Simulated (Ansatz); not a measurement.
Zr₃Ga₅:
```xyz
16
Lattice="4.4343 -3.5506 0.0000 4.4343 3.5506 0.0000 0.0000 0.0000 9.0169" Properties=species:S:1:pos:R:3 pbc="T T T"
Zr     6.2452     0.0000     0.0000
Zr     2.6234     0.0000     0.0000
Zr     2.6234     0.0000     4.5085
Zr     6.2452     0.0000     4.5085
Zr     4.4343    -2.5482     2.2542
Zr     4.4343     2.5482     6.7627
Ga     6.2777     2.0495     2.2542
Ga     2.5909    -2.0495     6.7627
Ga     6.2777    -2.0495     6.7627
Ga     2.5909     2.0495     2.2542
Ga     4.4343     0.1539     2.2542
Ga     4.4343    -0.1539     6.7627
Ga     4.4343     2.2566     0.4610
Ga     4.4343    -2.2566     8.5559
Ga     4.4343    -2.2566     4.9694
Ga     4.4343     2.2566     4.0475
```

Relaxed with r²SCAN. Special points in fractions of this cell's reciprocal vectors: Γ (0.000, 0.000, 0.000); Y (0.500, 0.500, 0.000); F0 (0.410, 0.590, 0.000); Δ0 (-0.410, 0.410, 0.000); Z (0.000, 0.000, 0.500); B0 (-0.410, 0.410, 0.500); G0 (0.410, 0.590, 0.500); T (0.500, 0.500, 0.500); S (0.000, 0.500, 0.000); R (0.000, 0.500, 0.500).

### Question
List the band energies nearest the Fermi level at these points for the program Ansatz at the r²SCAN level (PAW).

### Answer
In eV from the Fermi level; about four levels below and three above (degenerate sets whole), none deeper than 8.9 eV; points with the same levels are listed once.

```json
[
 {"k": "Γ", "below": "-1.23 -0.53 -0.22 -0.17", "above": "0.81 1.24 1.47"},
 {"k": "Y", "below": "-0.91 -0.68 -0.37 -0.18", "above": "0.01 0.46 0.55"},
 {"k": "F0", "below": "-0.70 -0.61 -0.46 -0.28", "above": "0.44 0.76 1.12"},
 {"k": "Z", "below": "-0.85 -0.85 -0.75 -0.75", "above": "1.11 1.11 1.83 1.83"},
 {"k": "B0", "below": "-0.73 -0.73 -0.41 -0.41", "above": "0.01 0.01 0.87 0.87"},
 {"k": "T", "below": "-0.63 -0.63 -0.01 -0.01", "above": "0.06 0.06 0.45 0.45"},
 {"k": "S", "below": "-1.11 -0.71 -0.14 -0.13", "above": "0.06 0.80 1.27"},
 {"k": "R", "below": "-0.69 -0.69 -0.17 -0.17", "above": "1.12 1.12 1.25 1.25"}
]
```

Space group Cmcm. The workflow started from a Materials Project entry (that database holds measured and hypothetical structures alike); the Crystallography Open Database copy checked does not list it. Whether it is the stable phase at ambient conditions was not checked. Symmetry was held in the r²SCAN relaxation; its stability against distortions is not shown here. The run is not spin-polarised. Scalar-relativistic: spin–orbit coupling is off unless named, which matters more the heavier the elements.

Potentials: the earlier of the program's two PAW sets.
